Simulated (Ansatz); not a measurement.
MoW:
```cif
data_MoW
_chemical_formula_sum 'Mo1 W1'
_space_group_name_H-M_alt 'P 1'
_space_group_IT_number 1
_cell_length_a 2.73809
_cell_length_b 2.73809
_cell_length_c 4.46466
_cell_angle_alpha 90.000
_cell_angle_beta 90.000
_cell_angle_gamma 109.511
loop_
_space_group_symop_operation_xyz
  'x, y, z'
loop_
_atom_site_label
_atom_site_type_symbol
_atom_site_fract_x
_atom_site_fract_y
_atom_site_fract_z
_atom_site_occupancy
Mo1 Mo 0.00000 0.00000 0.00000 1
W1 W 0.50000 0.50000 0.50000 1
```

Relaxed with r²SCAN.

Which orbitals make up the states near the Fermi level in r²SCAN in the plane-wave PAW code Ansatz?

Within 0.5 eV of the Fermi level: Mo 4d 48 %, W 5d 39 %, outside the projected shells 7 %. Projections are on Löwdin-orthogonalised atomic valence shells; empty p or d shells of many metals are not among them.

Tabulate the density of states.

States/eV per cell of 2 atoms, in 0.25 eV bins, energy from the Fermi level.

```csv
E (eV),total,Mo 4d,W 5d,W 6s
-7.85,0.15,0.00,0.01,0.08
-7.60,0.18,0.01,0.01,0.10
-7.35,0.23,0.01,0.01,0.12
-7.10,0.25,0.01,0.02,0.13
-6.85,0.27,0.02,0.02,0.14
-6.60,0.31,0.03,0.03,0.15
-6.35,0.43,0.08,0.07,0.18
-6.10,0.84,0.24,0.21,0.26
-5.85,0.92,0.29,0.28,0.22
-5.60,1.33,0.48,0.47,0.19
-5.35,1.55,0.59,0.59,0.17
-5.10,1.83,0.72,0.73,0.15
-4.85,2.17,0.89,0.90,0.12
-4.60,2.38,1.00,1.04,0.09
-4.35,2.25,0.98,0.99,0.06
-4.10,1.41,0.63,0.63,0.02
-3.85,0.83,0.40,0.37,0.01
-3.60,2.52,1.23,1.23,0.01
-3.35,3.75,1.92,1.74,0.01
-3.10,3.16,1.63,1.43,0.02
-2.85,2.23,1.12,1.01,0.03
-2.60,2.00,0.97,0.89,0.04
-2.35,2.13,1.00,0.92,0.06
-2.10,3.44,1.54,1.46,0.14
-1.85,3.23,1.46,1.32,0.14
-1.60,2.38,1.06,1.01,0.09
-1.35,1.33,0.56,0.53,0.07
-1.10,0.98,0.42,0.36,0.05
-0.85,0.84,0.37,0.29,0.04
-0.60,0.73,0.31,0.27,0.03
-0.35,0.87,0.37,0.34,0.03
-0.10,0.88,0.41,0.34,0.02
0.15,1.12,0.56,0.43,0.02
0.40,1.47,0.75,0.59,0.02
0.65,1.59,0.83,0.65,0.02
0.90,1.71,0.93,0.70,0.02
1.15,1.92,1.10,0.76,0.02
1.40,2.31,1.38,0.85,0.02
1.65,2.19,1.27,0.86,0.01
1.90,1.99,1.15,0.78,0.01
2.15,2.27,1.17,1.04,0.01
2.40,2.40,1.13,1.21,0.02
2.65,2.98,1.46,1.41,0.04
2.90,3.88,1.75,1.96,0.08
3.15,2.92,1.05,1.68,0.09
3.40,2.33,0.68,1.40,0.12
3.65,1.69,0.51,0.93,0.10
3.90,1.40,0.44,0.70,0.10
4.15,1.22,0.41,0.54,0.09
4.40,1.12,0.37,0.48,0.08
4.65,0.91,0.28,0.38,0.08
```

Space group Cmmm. The workflow started from a Materials Project entry (that database holds measured and hypothetical structures alike); the Crystallography Open Database copy checked does not list it. With Mo and W taken as one species the cell has the higher symmetry Im-3m, so it may be an ordered model of a mixed-site phase. Whether it is the stable phase at ambient conditions was not checked. Symmetry was held in the r²SCAN relaxation; its stability against distortions is not shown here. The run is not spin-polarised. Spin–orbit coupling is left out wherever it is not named.

Potentials: the later of the program's two PAW sets.
